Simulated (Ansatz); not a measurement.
CdS:
```
CdS
1.0
    4.12437     0.00000     0.00000
   -2.06219     3.57181     0.00000
    0.00000     0.00000     6.70978
Cd S
2 2
Cartesian
  2.06219   1.19060   3.35629
  0.00000   2.38121   0.00140
  2.06219   1.19060   5.88308
  0.00000   2.38121   2.52819
```

Relaxed with PBEsol. Special points in fractions of this cell's reciprocal vectors: Γ (0.000, 0.000, 0.000); M (0.500, 0.000, 0.000); K (0.333, 0.333, 0.000); A (0.000, 0.000, 0.500); L (0.500, 0.000, 0.500); H (0.333, 0.333, 0.500).

Task: List the band energies nearest the valence-band maximum at these points for PBEsol (plane waves, PAW; program Ansatz).

Result: In eV from the valence-band maximum; about four levels below and three above (degenerate sets whole), none deeper than 8.9 eV; points with the same levels are listed once.

```json
[
 {"k": "Γ", "below": "-0.78 -0.78 -0.05 0.00 0.00", "above": "1.09 2.68 6.36 6.36"},
 {"k": "M", "below": "-2.72 -1.93 -1.34 -0.78", "above": "3.63 3.76 4.97"},
 {"k": "K", "below": "-3.19 -1.90 -1.90 -1.70", "above": "4.49 5.06 5.06"},
 {"k": "A", "below": "-0.40 -0.40 -0.40 -0.40", "above": "2.75 2.75 6.04 6.04"},
 {"k": "L", "below": "-1.39 -1.39 -1.37 -1.37", "above": "3.36 3.36 5.26 5.26"},
 {"k": "H", "below": "-2.51 -2.51 -1.15 -1.15", "above": "4.30 4.30 5.96 5.96"}
]
```

Space group P6_3mc (wurtzite). The cell was relaxed with PBEsol under the symmetry of its start. Scalar-relativistic: spin–orbit coupling is off unless named, which matters more the heavier the elements.

Potentials: the earlier of the program's two PAW sets. The files were generated under PBE; for other functionals the program regenerates the frozen cores, and for LDA and PBEsol the local potential too.
